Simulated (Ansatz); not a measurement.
The start is a generated trial cell of FeSi in the CoSn structure type. The cell and all atomic positions are relaxed at zero pressure with PBEsol (plane waves to 420 eV, PAW, scalar-relativistic; Ansatz, a first-principles code). The first steps use a 8×8×9 k-mesh.

The start:
```yaml
crystal:
  lattice:
    - [4.80451, 0.00000, 0.00000]
    - [-2.40226, 4.16083, 0.00000]
    - [0.00000, 0.00000, 3.87683]
  atoms:
    - { symbol: Fe, position: [0.50000, 0.00000, 0.00000] }
    - { symbol: Fe, position: [0.50000, 0.50000, 0.00000] }
    - { symbol: Fe, position: [0.00000, 0.50000, 0.00000] }
    - { symbol: Si, position: [0.00000, 0.00000, 0.00000] }
    - { symbol: Si, position: [0.33333, 0.66667, 0.50000] }
    - { symbol: Si, position: [0.66667, 0.33333, 0.50000] }
```
Spin-polarised start, with parallel moments on Fe.

Q: How much energy is released per atom?

A: Under 0.01 eV/atom.

Q: How does the volume change?

A: -2.3 %, from 12.92 to 12.62 Å³/atom.

Q: How do the shortest distances between atoms change?

A: The closest pairs of elements (up to four, under 3.6 Å), start → end: Fe–Si 2.38 → 2.36 Å; Fe–Fe 2.40 → 2.39 Å; Si–Si 2.77 → 2.76 Å.

Q: What band gap does the relaxed structure have at this level?

A: Zero (metallic).

Q: What magnetic moments remain?

A: Net 0.57 μB/atom, ferromagnetic.

Q: What does it relax into? Give the structure.

A: 
```cif
data_Fe3Si3
_chemical_formula_sum 'Fe3 Si3'
_space_group_name_H-M_alt 'P6/mmm'
_space_group_IT_number 191
_space_group_name_Hall '-P 6 2'
_cell_length_a 4.78331
_cell_length_b 4.78331
_cell_length_c 3.82125
_cell_angle_alpha 90.000
_cell_angle_beta 90.000
_cell_angle_gamma 120.000
loop_
_atom_site_label
_atom_site_type_symbol
_atom_site_symmetry_multiplicity
_atom_site_Wyckoff_symbol
_atom_site_fract_x
_atom_site_fract_y
_atom_site_fract_z
_atom_site_occupancy
Fe1 Fe 3 f 0.00000 0.50000 0.00000 1
Si1 Si 1 a 0.00000 0.00000 0.00000 1
Si2 Si 2 d 0.33333 0.66667 0.50000 1
```

The space group stays P6/mmm (No. 191) (the run could not lower it); the end is AFLOW prototype AB_hP6_191_f_ad (B35, as in CoSn), with 6 atoms in the primitive magnetic cell. Final values are on a 11×11×12 k-mesh of the relaxed cell. Spin state reached: ferromagnetic (net 0.57 μB/atom), from parallel starting moments; other spin orders were not run from this start.

The run could not lose the symmetry of its start: the end is stationary, and may be a saddle point rather than a minimum.

All atoms sit on sites fixed by symmetry, so only the cell could relax.

The relaxed structure here is a generated cell of FeSi: the first start was made by placing the elements on the sites of a structure type, and the end was not matched to a known phase here, so it may be hypothetical.
